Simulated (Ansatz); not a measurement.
Ta: from a starting cell to a relaxed one

The start is a relaxed Ta cell, doubled along one cell vector, shaken by Gaussian noise of σ = 0.08 Å a coordinate. The structure is fully relaxed (lattice and positions, P = 0) with PBE (plane waves to 420 eV, PAW, scalar-relativistic; Ansatz, a program for electronic structure). First-step values are on the input's coarse k-mesh.

Ansatz input (later rounds restart from its end on a renewed k-mesh):
Ansatz 0.2 input:
```yaml
crystal:
  lattice:
    - [-1.6598655077, 1.6598655077, 1.6598655077]
    - [1.6598655077, -1.6598655077, 1.6598655077]
    - [3.3197310154, 3.3197310154, -3.3197310154]
  atoms:
    - { symbol: Ta, position: [-0.022331328, -0.0158230973, 0.0208297514] }
    - { symbol: Ta, position: [0.0213596187, -0.0070424137, 0.4873965515] }
basis: { ecutwfc: 420, ecutrho_ratio: 4, xc_grid: 2, fft_grid_basis: typed }
kpoints: { mp_grid: { grid: [14, 14, 7] } }
hamiltonian:
  xc: pbe
  dispersion: none
  pseudopotentials: { azcp: { folder: ./paw }, kind: paw }
scf: { occupations: { method: fermi_dirac, width: 0.05 } }
relax: { f_tol: 0.01, max_steps: 100, cell: { stress_tol: 0.02 } }
output: { forces: true, stress: true }
```

Problem. How large is the pressure on the unrelaxed cell, and of which sign?

Solution. +2.7 GPa (positive: the cell is compressed).

Problem. What is the largest force in the starting geometry, and on which atom (counted from 1)?

Solution. 1.89 eV/Å, on Ta1, Ta2 (atoms numbered as listed).

Problem. How much energy is released per atom?

Solution. 0.12 eV/atom.

Problem. How do the shortest distances between atoms change?

Solution. The closest pairs of elements (up to four, under 3.6 Å), start → end: Ta–Ta 2.63 → 2.87 Å.

Problem. Is the relaxed structure metallic? Give its gap.

Solution. No gap (metallic).

Relaxed structure:

Space group Im-3m (No. 229); a = b = c = 3.320 Å, α = β = γ = 90.00°

```
atom  site  symmetry       x       y       z
----  ----  --------  ------  ------  ------
Ta      2a      m-3m  0.0000  0.0000  0.0000
```
(The calculation used a cell of 1 atom; values per cell refer to that cell.)

Final values are on a 20×20×20 k-mesh of the relaxed cell. No spin polarisation in the result.

The run could not lose the symmetry of its start.
